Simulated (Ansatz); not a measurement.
Consider the following.

Ta$_{2}$InC:
```
Ta2InC
1.0
    3.15175     0.00000     0.00000
   -1.57587     2.72949     0.00000
    0.00000     0.00000    14.43742
Ta In C
4 2 2
Cartesian
  1.57587   0.90983   8.41869
  0.00000   1.81966   6.01874
  0.00000   1.81966   1.19998
  1.57587   0.90983  13.23745
  1.57587   0.90983   3.60936
  0.00000   1.81966  10.82807
  0.00000   0.00000   7.21871
  0.00000   0.00000   0.00000
```

This is the r²SCAN-relaxed structure.

Q: All from r²SCAN (plane waves, PAW; program Ansatz), unless another level is named. Estimate the electronic character.

A: metallic (no gap).

Q: Give the density of states at the Fermi level.

A: 0.40 states/eV per atom (mean over ±0.08 eV).

Q: Give the formation energy from the elements (no fitted shifts).

A: -0.46 eV/atom.

Q: Predict the gap with spin–orbit coupling.

A: none (metallic).

Space group P6_3/mmc. The first step of the workflow began from a Materials Project structure, measured or hypothetical; the Crystallography Open Database copy checked does not list it. Its standing as an ambient phase is unchecked. The cell was relaxed with r²SCAN under the symmetry of its start; its stability against distortions is not shown here. No spin polarisation was allowed. The references are the lowest solids computed at this level, not always the standard phases. Spin–orbit coupling is left out wherever it is not named.

Potentials: the later of the program's two PAW sets.
